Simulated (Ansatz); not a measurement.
An Ansatz input (plane waves, PAW) for rocksalt-structured TiN that has something wrong with it:

```yaml
crystal:
  lattice:
    - [0.0, 2.116257385, 2.116257385]
    - [2.116257385, 0.0, 2.116257385]
    - [2.116257385, 2.116257385, 0.0]
  atoms:
    - { symbol: Ti, position: [0.5, 0.5, 0.5], spin: 2.0 }
    - { symbol: "N", position: [0.0, 0.0, 0.0] }
basis:
  ecutwfc: 500
  ecutrho_ratio: 4
kpoints:
  mp_grid: { grid: [14, 14, 14] }
hamiltonian:
  xc: r2scan
scf:
  occupations: { method: gaussian, width: 0.05 }
  max_iter: 75
output:
  forces: true
  stress: true
```

Launched as:
```sh
ansatz run input.yaml --threads 2 --pin off --max-ram 2662MiB --backend cpu --events-out ev --progress --plain --runs-dir out
```

Problem. What is wrong with it?

Solution. A moment without spin polarisation. Against the sound input: magnetization: {"spin_polarized": true} → null; crystal.atoms[0].spin: 2.0 (the cap on iterations is only a precaution).

What the program printed:

```
Error: inconsistent input (magnetization.spin_polarized): false but per-atom `spin:`, `per_species`, `initial_magnetization`, `magnetic_field`, or `spin_locking` is set
```

The input was refused before any iteration. It ran for 0.03 s on 2 threads of Arm Neoverse V1, with other jobs on the host, peak memory 0.031 GiB. The run before the change (r²SCAN, 500 eV, 14×14×14 mesh) gave:

```tsv
run	P (GPa)	gap on the mesh (eV)	cell moment (μB)	largest force component (eV/Å)
sound	0.0	metal	0.00	0.000
```

The start was a prototype's sites filled with these elements; the Crystallography Open Database holds the compound in this structure.
